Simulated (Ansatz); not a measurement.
GaP:
```
CELL_PARAMETERS angstrom
      3.63160     0.00000     0.00000
      0.00000     3.63160     0.00000
      0.00000     0.00000     6.49045
ATOMIC_POSITIONS crystal
  Ga 0.00000 0.50000 0.00000
  Ga 0.50000 0.00000 0.50000
  P  0.00000 0.00000 0.25000
  P  0.00000 0.00000 0.75000
```

Relaxed with PBE. Special points in fractions of this cell's reciprocal vectors: Γ (0.000, 0.000, 0.000); X (0.000, 0.500, 0.000); M (0.500, 0.500, 0.000); Z (0.000, 0.000, 0.500); R (0.000, 0.500, 0.500); A (0.500, 0.500, 0.500).

**Question.** List the band energies nearest the Fermi level at these points for PBE in the plane-wave PAW code Ansatz.

**Answer.** In eV from the Fermi level; about four levels below and three above (degenerate sets whole), none deeper than 8.9 eV; points with the same levels are listed once.

```
k                    below                above
-  -----------------------  -------------------
Γ  -2.02 -2.02 -0.90 -0.39       0.30 0.30 2.11
X  -6.41 -4.01 -2.00 -1.32       0.33 0.70 1.93
M  -5.08 -3.37 -3.37 -1.20       0.67 0.67 1.39
Z  -1.58 -1.58 -0.72 -0.72  1.56 1.56 3.76 3.76
R  -5.01 -3.66 -3.45 -1.14       0.26 0.66 1.50
A  -2.25 -2.25 -0.33 -0.33  2.51 2.51 4.14 4.14
```

Space group P4_2/mmc. The cell is a constructed one: a structure type filled with these elements; neither database checked (COD, Materials Project) lists it. It is not the phase usual at ambient conditions (space group No. 216). Symmetry was held in the PBE relaxation; its stability against distortions is not shown here. Spin–orbit coupling is left out wherever it is not named.

Potentials: the later of the program's two PAW sets.
